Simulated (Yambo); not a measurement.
## RbBr: sweep of GW parameters

G0W0@PBEsol for RbBr (CsCl type, space group Pm-3m, No. 221) in Yambo. Reference settings: 4×4×4 Γ-centred k mesh, 250 bands and a 8 Ry block in the screening, 250 bands in G with the Bruneval-Gonze terminator, plasmon pole fitted at 27.2 eV. The PBEsol gap M → Γ on this mesh is 4.01 eV; G0W0 gaps are taken between the same points.

```json
[
 {"change from the reference": "reference settings", "G0W0 gap M → Γ (eV)": "6.40", "shift of the valence edge (eV)": "-1.67", "rough Yambo cost": "1"},
 {"change from the reference": "1 Ry block", "G0W0 gap M → Γ (eV)": "6.04", "shift of the valence edge (eV)": "-1.27", "rough Yambo cost": "within a factor of two"},
 {"change from the reference": "7 Ry block", "G0W0 gap M → Γ (eV)": "6.39", "shift of the valence edge (eV)": "-1.66", "rough Yambo cost": "within a factor of two"},
 {"change from the reference": "no random integration", "G0W0 gap M → Γ (eV)": "6.32", "shift of the valence edge (eV)": "-1.48", "rough Yambo cost": "–"},
 {"change from the reference": "2×2×2 mesh", "G0W0 gap M → Γ (eV)": "6.29", "shift of the valence edge (eV)": "-1.58", "rough Yambo cost": "about 1/10"},
 {"change from the reference": "no terminator", "G0W0 gap M → Γ (eV)": "6.38", "shift of the valence edge (eV)": "-1.60", "rough Yambo cost": "–"}
]
```

The reference isn't shown to be the converged limit. Costs are rough (shared machines), scaled to the same edge states, and given only for runs that recompute the screening.

Spin-orbit coupling is included.

Geometry relaxed with PBEsol; primitive cell a = 4.0717 Å, b = 4.0717 Å, c = 4.0717 Å, α = 90.00°, β = 90.00°, γ = 90.00°.

This is not the ordinary phase of the substance; no match was found in the copy of COD used, and its stability was not checked.

A shift is the quasiparticle energy of the state minus its PBEsol energy.
